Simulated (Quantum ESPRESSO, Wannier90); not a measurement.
# Wannier functions of Nb2O5 (C2/m)

```
begin unit_cell_cart
ang
    0.0000000000    3.8588200000    0.0000000000
   -0.0588440000    0.0000000000    4.0181890000
    6.5037450000   -1.9294100000    0.0000000000
end unit_cell_cart
begin atoms_frac
Nb  -0.1465200000 -0.0680600000 -0.2930400000
Nb   0.1465200000  0.0680600000  0.2930400000
O   -0.1490400000  0.4843700000 -0.2980800000
O    0.1490400000 -0.4843700000  0.2980800000
O    0.0000000000  0.0000000000  0.0000000000
O   -0.3149000000  0.0054300000  0.3702000000
O    0.3149000000 -0.0054300000 -0.3702000000
end atoms_frac
```

Structure: Materials Project mp-1595, symmetrised, not relaxed again. Not found in the COD (Crystallography Open Database) copy used, which has the formula in other groups; not checked further. Level: PBEsol, no spin polarisation, no spin-orbit coupling; pw.x of Quantum ESPRESSO at 68 Ry with PseudoDojo potentials, 6×6×6 k-points, Wannier90. Density: 8×8×8 mesh, cold smearing 0.01 Ry.

A tight-binding model is made by disentanglement and projection with no localisation steps (num_iter = 0), so the 25 orbitals stay atom-like: hydrogen-like Nb: d; O: p, axes along x, y, z; frozen window up to 3.65 eV relative to the valence-band maximum. It follows pw.x to 0.3 meV rms for states up to 3.1 eV relative to the valence-band maximum. Matrix elements depend on this choice of orbitals and windows.

### Question
Which pairs of orbitals on different sites are coupled most strongly? Give distance, modulus and how many such pairs a cell has.

### Answer
```tsv
orbital	orbital	distance of the centres (Å)	modulus (eV)	pairs
Nb dz2	O pz	1.90	3.73	2
Nb dx2-y2	O px	1.95	2.68	2
Nb dz2	O pz	2.12	2.33	2
Nb dxz	O px	1.80	2.23	2
Nb dyz	O py	1.80	2.23	2
Nb dx2-y2	O px	2.19	1.94	2
Nb dx2-y2	O py	2.00	1.87	4
Nb dxy	O py	1.87	1.77	2
Nb dz2	O px	1.92	1.57	2
Nb dxz	O pz	1.93	1.51	2
Nb dxy	O py	2.02	1.38	4
Nb dz2	O py	2.00	1.36	4
Nb dx2-y2	O px	2.00	1.27	4
Nb dyz	O pz	2.01	1.27	4
Nb dz2	O px	2.21	1.02	2
Nb dxz	O px	1.93	0.97	2
Nb dxy	O px	2.02	0.93	4
Nb dyz	O py	2.22	0.88	2
Nb dxz	O px	2.22	0.87	2
Nb dxz	O pz	2.20	0.86	2
Nb dxy	O py	2.27	0.76	2
Nb dz2	O pz	1.92	0.74	2
Nb dyz	O py	2.01	0.69	4
Nb dx2-y2	O pz	1.95	0.63	2
Nb dxz	O px	2.21	0.57	2
Nb dz2	O pz	2.00	0.55	4
O px	O py	2.57	0.50	4
Nb dz2	O pz	2.20	0.43	2
Nb dx2-y2	O pz	2.18	0.43	2
Nb dz2	O px	2.00	0.43	4
```
